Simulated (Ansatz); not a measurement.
Single point in Ansatz 0.2.0 with PBE, no spin polarisation. Cutoff 420 eV, PAW datasets, 4×4×4 Γ-centred k mesh, fermi-dirac filling (width 0.1 eV).

Computed maps in the lattice plane spanned by b (left to right, 7.08 Å, 21 points from zero) and c (bottom to top, 7.08 Å, 21 points from zero), 90° apart, at height 0.000 along a. The fields are smooth PAW ones with compensation charges, not the true ones near nuclei.

Valence density. Digits on a logarithmic scale: 0 up to 0.03 e/Å³, each further digit a factor of 1.6, 9 from 1.3 e/Å³ up:
```
999522468999986422599
997411357899875311479
654201245677654210245
321000124555542100012
221100012333321000112
443210001122110001234
665421001344310012456
887542114688641124578
998653136999963135689
999753248999984235799
999753248999984235799
998653136999963135689
887542114688641124578
665421001344310012456
443210001122110001234
221100012333321000112
321000124555542100012
654201245677654210245
997411357899875311479
999522468999986422599
999632468999986423699
```

ELF. Ten even steps from '0' (0.01) to '9' (0.88):
```
899601887522578810699
998301787766778710389
763000588877888500036
000000268888886200000
111000023444432000011
887520000000000002578
888862000133100026888
777883004899840038877
357884018999981048875
326784039977993048762
326784039977993048762
357884018999981048875
777883004899840038877
888862000133100026888
887520000000000002578
111000023444432000011
000000268888886200000
763000588877888500036
998301787766778710389
899601887522578810699
589701887333378810798
```

Question: The cell is K4I3Br. Which atoms lie within 0.2 Å of this plane, and where (fractions of b and c)?

Answer: K at (0.00, 0.00), K at (0.50, 0.50), I at (0.50, 0.00), I at (0.00, 0.50). The whole cell:
```xyz
8
Lattice="7.0843 0.0000 0.0000 0.0000 7.0843 0.0000 0.0000 0.0000 7.0843" Properties=species:S:1:pos:R:3 pbc="T T T"
K     0.0000    0.0000    0.0000
K     3.5422    3.5422    0.0000
K     3.5422    0.0000    3.5422
K     0.0000    3.5422    3.5422
I     0.0000    3.5422    0.0000
I     0.0000    0.0000    3.5422
I     3.5422    0.0000    0.0000
Br    3.5422    3.5422    3.5422
```

Origin: a known structure type with other elements, at an estimated volume, so it need not be a known compound.
